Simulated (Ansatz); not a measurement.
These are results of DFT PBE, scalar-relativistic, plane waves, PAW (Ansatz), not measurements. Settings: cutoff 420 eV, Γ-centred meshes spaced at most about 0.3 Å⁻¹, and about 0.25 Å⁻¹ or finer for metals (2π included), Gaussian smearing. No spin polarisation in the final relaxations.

All energies are static (0 K, no zero-point motion).

Two forms of In₄TeS were relaxed alike.

A.

```
CELL_PARAMETERS angstrom
4.60111 0.00000 0.00000
0.00000 4.60111 0.00000
0.00000 0.00000 8.76975
ATOMIC_POSITIONS crystal
In 0.00000 0.50000 0.27062
In 0.50000 0.00000 0.72938
In 0.00000 0.50000 0.72938
In 0.50000 0.00000 0.27062
Te 0.00000 0.00000 0.00000
S 0.00000 0.00000 0.50000
```

B.

```
CELL_PARAMETERS angstrom
5.00339 -5.89656 0.00000
5.00339 5.89656 0.00000
0.00000 0.00000 4.16722
ATOMIC_POSITIONS crystal
In 0.82508 0.17492 0.50000
In 0.27892 0.27892 0.00000
In 0.72108 0.72108 0.00000
In 0.17492 0.82508 0.50000
Te 0.50000 0.50000 0.50000
S 0.00000 0.00000 0.00000
```

Task: Which is lower in energy, and by how much?

Result: A is lower, by 163 meV/atom. A has space group P4/mmm (No. 123), 30.9 Å³/atom and no gap on its mesh; B has space group Cmmm (No. 65), 41.0 Å³/atom and no gap. Counting S or Te atoms around In (for each partner element, those within 1.25 times its shortest distance or 1.15 times the sum of covalent radii, where it is the nearest in units of that sum or under 1.3; the shortest distance is added where it exceeds 1.18 times the sum of covalent radii; a slash parts the counts of unlike sites), A has In 4 from 3.1 Å and B has In 2 from 2.9 Å/3. In A, around In lie 2 S at 3.06 Å, 4 In at 3.25 Å and 2 Te at 3.31 Å; Te is surrounded by 8 In at 3.31 Å; S has 8 In at 3.06 Å. In B, around In on a site of symmetry m2m lie 2 S at 2.93 Å, 1 Te at 3.83 Å and 7 In at 4.05–4.17 Å; Te is surrounded by 4 In at 3.04 Å; S is surrounded by 6 In at 2.79–2.93 Å; 1 more site not described. Both come from invented guesses. A third cell relaxed alike, in P4/mmm, lies 40 meV/atom below the lower of the two.

Weakly bound directions are ill-defined at this level, which has no dispersion term (Cmmm), and this can change margins and order among such cells. Spin–orbit coupling, which can matter for Te, is left out. Cells relaxed within their symmetry can be saddle points.
